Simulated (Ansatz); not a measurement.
SnSe2:
```
CELL_PARAMETERS angstrom
      3.87190     0.00000     0.00000
     -1.93595     3.35316     0.00000
      0.00000     0.00000     7.00886
ATOMIC_POSITIONS crystal
  Sn 0.00000 0.00000 0.00000
  Se 0.66667 0.33333 0.77250
  Se 0.33333 0.66667 0.22750
```

Relaxed with PBE. Special points in fractions of this cell's reciprocal vectors: Γ (0.000, 0.000, 0.000); M (0.500, 0.000, 0.000); K (0.333, 0.333, 0.000); A (0.000, 0.000, 0.500); L (0.500, 0.000, 0.500); H (0.333, 0.333, 0.500).

**Question.** List the band energies nearest the valence-band maximum at these points for the program Ansatz at the PBE level (PAW).

**Answer.** In eV from the valence-band maximum; about four levels below and three above (degenerate sets whole), none deeper than 8.9 eV; points with the same levels are listed once.

| k | below | above |
|---|---|---|
| Γ | -0.48 -0.48 -0.13 -0.13 | 1.09 3.08 4.58 4.58 |
| M | -2.39 -2.19 -0.80 -0.29 | 0.91 3.89 5.55 |
| K | -3.45 -3.45 -3.10 -1.01 -1.01 | 1.58 5.79 5.79 |
| A | -0.50 -0.50 -0.09 -0.09 | 1.97 2.99 4.50 4.50 |
| L | -2.15 -2.06 -0.65 -0.39 | 0.69 4.20 4.91 |
| H | -3.60 -3.60 -3.20 -0.61 -0.61 | 1.97 4.79 4.79 |

Space group P-3m1 (CdI2 type). The cell was relaxed with PBE under the symmetry of its start. The volume lies over 15 % above that of the usual cell of this phase: another minimum, or an error of the functional. A crystal of weakly bound layers computed without a dispersion correction: the cell and the soft elastic constants depend strongly on that. Spin–orbit coupling is left out wherever it is not named.

Potentials: the later of the program's two PAW sets.
